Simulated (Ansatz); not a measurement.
KMgF₃ (cubic perovskite), relaxed with LDA (Ansatz, an electronic-structure program, plane waves, PAW): a = b = c = 3.9085 Å, α = β = γ = 90.00°.

| Quantity | Value |
|---|---|
| gap (eV) | 7.44 |
| B₀ by P(V) fit (GPa) | 86.3 |

Task: The same phase is relaxed and computed with HSE06 in the same code. What are the cell and these values now?

Result: a = 4.005 Å, b = 4.005 Å, c = 4.005 Å, α = 90.00°, β = 90.00°, γ = 90.00°.

* **gap (eV)**: 9.46
* **B₀ by P(V) fit (GPa)**: 73.0

All cells were relaxed under the symmetry of their starts (and spin orders); stability against distortions was not tested throughout.

Potentials: the later of the program's two PAW sets.

Ansatz is a plane-wave DFT program.
